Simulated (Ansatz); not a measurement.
All numbers below come from DFT PBE, scalar-relativistic, plane waves, PAW (Ansatz 0.2.0). All cells share a 420 eV cutoff and Γ-centred k meshes spaced at most about 0.3 Å⁻¹ (about 0.25 or finer for metals, 2π included). No spin polarisation in the final relaxations.

Temperature and zero-point effects are left out.

Compare these two cells of Hf3Si2F, each relaxed at this level.

1.

```
CELL_PARAMETERS angstrom
-2.58075 2.58075 4.62867
2.58075 -2.58075 4.62867
2.58075 2.58075 -4.62867
ATOMIC_POSITIONS crystal
Hf 0.75000 0.25000 0.50000
Hf 0.25000 0.75000 0.50000
Hf 0.00000 0.00000 0.00000
Si 0.30633 0.30633 0.00000
Si 0.69367 0.69367 0.00000
F 0.50000 0.50000 0.00000
```

2.

```
CELL_PARAMETERS angstrom
6.54767 0.00000 0.00000
-3.27384 5.67045 0.00000
0.00000 0.00000 3.70951
ATOMIC_POSITIONS crystal
Hf 0.50000 0.00000 0.50000
Hf 0.50000 0.50000 0.50000
Hf 0.00000 0.50000 0.50000
Si 0.33333 0.66667 0.00000
Si 0.66667 0.33333 0.00000
F 0.00000 0.00000 0.00000
```

Question: Which would you expect to be lower, and how large is the difference?

Answer: Cell 1 is lower, by 28 meV/atom. Cell 1 has space group I4/mmm (No. 139), 20.6 Å³/atom and no gap on its mesh; cell 2 has space group P6/mmm (No. 191), 23.0 Å³/atom and no gap. The shortest distance is 1.79 Å (Si–F) in cell 1 and 2.65 Å (Hf–Si) in cell 2. The denser one is the lower, and pressure would at first widen the difference. In cell 1, around Hf on a site of symmetry -4m2 lie 4 Si at 2.63 Å; Si has 1 F at 1.79 Å, 4 Hf at 2.63 Å and 1 Hf at 2.84 Å; around F lie 2 Si at 1.79 Å; 1 more site not described. In cell 2, around Hf lie 4 Si at 2.65 Å, 4 Hf at 3.27 Å, 2 Hf at 3.71 Å and 4 F at 3.76 Å; around Si lie 6 Hf at 2.65 Å, 5 Si at 3.71–3.78 Å and 3 F at 3.78 Å; F is surrounded by 2 F at 3.71 Å, 12 Hf at 3.76 Å and 6 Si at 3.78 Å (long contacts). Both come from invented guesses. A third cell relaxed alike, in P-6m2, lies 276 meV/atom below the lower of the two.

Spin–orbit coupling, which can matter for Hf, is left out. A magnetic state wasn't ruled out in cells without spin, among them I4/mmm, P6/mmm. Cells relaxed within their symmetry can be saddle points.
